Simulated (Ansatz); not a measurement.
# Calculated coordination and 6Li quadrupole coupling for Li₄H₆Ru

Cell: a Materials Project structure (computed, not necessarily an observed phase).

Space group R-3c:H (No. 167); a = 8.0898, c = 9.8599 Å, γ = 120.00°.

| site | Wyckoff | site symmetry | x | y | z |
| --- | --- | --- | --- | --- | --- |
| Li1 | 6a | 32 | 0.0000 | 0.0000 | 0.2500 |
| Li3 | 18e | .2 | 0.0514 | 0.7181 | 0.5833 |
| H | 36f | 1 | 0.1484 | 0.1888 | 0.3994 |
| Ru | 6b | -3. | 0.0000 | 0.0000 | 0.5000 |

One atom of each set is listed; the run and its k-mesh use a cell of 22 atoms with edges of 5.71, 5.71, 5.71 Å.

Method: Kohn–Sham DFT in Ansatz, PBE, plane waves and PAW, scalar-relativistic, 420 eV cutoff, Γ-centred 5×5×5 k-points, Fermi–Dirac smearing 0.05 eV.

Q(6Li) = -0.8080 mb.

(1) Order the Li environments from the weakest to the strongest quadrupole coupling.
A. Li3: 8 H at 2.10–2.30 Å
B. Li1: 6 H at 2.03 Å

Answers

(1) A (0.006 MHz, η = 0.22), B (0.007 MHz, η = 0.00).

An axis of threefold or higher order runs through Li1, so V_zz lies along it and η is zero. Like point charges on the first shell alone (each adding as 1/d³) would give the same order.

With these PAW files V_zz is typically within 2 to 3 % of all-electron values, but misses above 10 % occur on Li.
